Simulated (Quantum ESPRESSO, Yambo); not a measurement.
Levels of theory for the gap of RbCdF$_{3}$

RbCdF3 (cubic perovskite, space group Pm-3m, No. 221): one geometry, one set of PBEsol (pw.x of Quantum ESPRESSO, ONCV potentials, scalar-relativistic) orbitals, self-energies from Yambo (4×4×4 Γ-centred k mesh, bands 5 to 132 and a 7 Ry block in the screening, 132 bands in G with the Bruneval-Gonze terminator, plasmon pole fitted at 27.2 eV).

The geometry is that of Materials Project entry mp-6951, symmetrised and not relaxed again.

```tsv
level	gap R → Γ (eV)	direct gap at Γ (eV)	rough Yambo cost
PBEsol (Quantum ESPRESSO)	3.08	4.60	–
exchange only (Hartree-Fock self-energy on PBEsol orbitals)	14.59	17.09	about 1/20 (8 states)
static COHSEX@PBEsol	6.86	8.91	within a factor of two (3 states)
G0W0@PBEsol, plasmon pole	6.21	7.93	1 (8 states)
```

Bare exchange has no screening and gives the widest gap; static COHSEX screens it but leaves out the frequency dependence, which G0W0 restores.

Costs are rough ratios of core time on shared machines.

Convergence of the G0W0 settings was not tested.

Spin-orbit splittings are left out. The cell is held in this high symmetry; tilts and polar distortions were not searched.

The structure is a Materials Project entry; no match was found in the copy of COD used, and its stability was not checked.
